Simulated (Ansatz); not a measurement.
### Question
GaSb (NiAs type, P6_3/mmc) is relaxed with DFT-r²SCAN in the program Ansatz with PAW potentials. What lattice parameters of the conventional cell result?

### Answer
a = 3.966 Å, c = 7.001 Å.

### Question
Is it a metal or does it have a gap at this level?

### Answer
No gap at this level.

The start of the workflow was typed in or built on a structure type; neither database checked (COD, Materials Project) lists it. It is not the phase usual at ambient conditions (space group No. 216). Symmetry was held in the r²SCAN relaxation; its stability against distortions is not shown here. Scalar-relativistic: spin–orbit coupling is off unless named, which matters more the heavier the elements.

Potentials: the earlier of the program's two PAW sets.
